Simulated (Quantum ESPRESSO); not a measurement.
One change at a time to Ag2Al2CuInIr2

All numbers below are calculated, not measured. They come from Quantum ESPRESSO 7.5, a public plane-wave density functional program. Each row is one single-point run on a made-up periodic cell of eight metal atoms, with elements, volume, strain and displacements drawn at random and not relaxed, so a cell may be unstable or far from any real phase. There is no spin polarisation or spin-orbit coupling.

Settings: PBE unless stated; PseudoDojo standard norm-conserving files; Fermi-Dirac width 0.25 eV, which means electrons at about 2900 K; cutoff 1252 eV; 5 x 5 x 5 k mesh shifted half a step off Gamma. E is the free energy of the whole cell (internal energy minus TS), so a -TS column is already part of it. Stress is positive in tension, and the pressure P is minus a third of its trace.

Checks: one run of this series was repeated at a higher cutoff and on a denser mesh, which moved values by no more than 0.007 eV, 0.03 GPa and 0.003 eV/Å, and a second program with other atomic files agreed on it to 2 % rms in force and 0.5 GPa in pressure. Known limits: the copper pseudopotential is less sure than most, with forces differing by about three percent and pressure by about two GPa from a second method on plain copper; heavy elements are run without spin-orbit coupling, which real alloys of them have; a spin test at this wide smearing found no moment, but such smearing suppresses magnetism that the real alloy may have.

The lattice is face-centred cubic, and the cell vectors in Å are (0.000, 4.031, 4.031); (4.031, 0.000, 4.031); (4.031, 4.031, 0.000), a volume of 131.03 Å³ in run 1. The elements on sites 1 to 8 are Ag Ir Al Cu Al Ag In Ir. Each later run makes one change to run 1 and keeps the rest. E is counted from run 1, and is n/a where other atomic files have another zero of energy.

| run | change | V (Å³) | P (GPa) | -TS (eV) | rms force (eV/Å) | largest change of a force component (eV/Å) | E (eV) |
|---|---|---|---|---|---|---|---|
| 1 | none | 131.03 | -2.78 | -0.898 | 0.528 | 0.000 | 0.000 |
| 2 | sites 2 and 7 exchanged | 131.03 | -3.09 | -0.869 | 0.609 | 0.593 | 0.057 |
| 3 | all lengths scaled by -0.95 % | 127.33 | 1.12 | -0.875 | 0.609 | 0.228 | ? |
| 4 | LDA in place of PBE | 131.03 | -12.59 | -0.902 | 0.428 | 0.270 | n/a |
| 5 | Ga on site 8 | 131.03 | 1.94 | -0.667 | 0.555 | 0.482 | n/a |
| 6 | site 5 moved by -0.16 Å along y | 131.03 | -2.72 | -0.900 | 0.541 | 0.593 | 0.032 |

## Worked estimate

Along a uniform scaling dE = -P dV. The mean of the two pressures is -0.830 GPa and the volume changes by -3.70 Å³, with 160.2 GPa to one eV/Å³. The same two rows give -V dP/dV = 136 GPa for this cell with clamped atoms, which is not the bulk modulus of a real alloy.

## Withheld value

Question: what E should run 3 give?

The estimate is -0.019 eV. The calculation gave -0.020 eV.
